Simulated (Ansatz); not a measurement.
Relaxation path: Hf (hcp type)

DFT, r2SCAN, PAW with Ansatz's default frozen-core files, scalar-relativistic (Ansatz 0.2.0); a Γ-centred 16×16×9 k mesh, Fermi–Dirac smearing of 0.05 eV, no spin polarisation. The run relaxes cell and atoms at a target pressure of 0 GPa.

Command: `ansatz run input.yaml --threads 2 --pin off --max-ram 4096MiB --backend cpu --events-out ev --progress --plain --runs-dir out` It took 24 s on 2 threads of Intel(R) Xeon(R) 6975P-C (Granite Rapids), on a shared host, peak memory 0.63 GiB.

PAW: frozen-core files, cutoff 500 eV; forces are relaxed below 0.005 eV/Å.

Each step lists its free energy a cell above the last geometry, the pressure, the cell vectors (Å), and Cartesian positions (Å) with forces (eV/Å).

The first step:

```
step 1  dF = 8.62 meV  P = 0.16 GPa
  cell 3.1688 0.0000 0.0000  -1.5844 2.7442 0.0000  0.0000 0.0000 5.1334
  Hf 0.0000 1.8295 1.2834   0.0000 0.0000 0.0000
  Hf 1.5844 0.9147 3.8501   0.0000 0.0000 0.0000
```

Spin–orbit coupling is left out, which matters for the heavy atoms. The PAW files were made under PBE.

Problem. Where does the relaxation end, and by which steps?

Solution. After 3 geometries, with conventional a, b, c = 3.198, 3.198, 5.049 Å, at 22.360 Å³/atom (+0.18 % against the start) in space group P6_3/mmc, with a shortest distance of 3.128 Å. The further steps:
```
step 2  dF = 2.19 meV  P = -0.15 GPa
  cell 3.2133 0.0000 0.0000  -1.6067 2.7828 0.0000  0.0000 0.0000 5.0084
  Hf 0.0000 1.8552 1.2521   0.0000 0.0000 0.0000
  Hf 1.6067 0.9276 3.7563   0.0000 0.0000 0.0000
step 3  dF = 0.00 meV  P = -0.01 GPa
  cell 3.1980 0.0000 0.0000  -1.5990 2.7695 0.0000  0.0000 0.0000 5.0491
  Hf 0.0000 1.8464 1.2623   0.0000 0.0000 0.0000
  Hf 1.5990 0.9232 3.7868   0.0000 0.0000 0.0000
step 4  dF = -0.02 meV  P = -0.01 GPa  (same geometry on a basis chosen anew; earlier energies don't compare to the last digit)
  cell 3.1980 0.0000 0.0000  -1.5990 2.7695 0.0000  0.0000 0.0000 5.0491
  Hf 0.0000 1.8464 1.2623   0.0000 0.0000 0.0000
  Hf 1.5990 0.9232 3.7868   0.0000 0.0000 0.0000
```
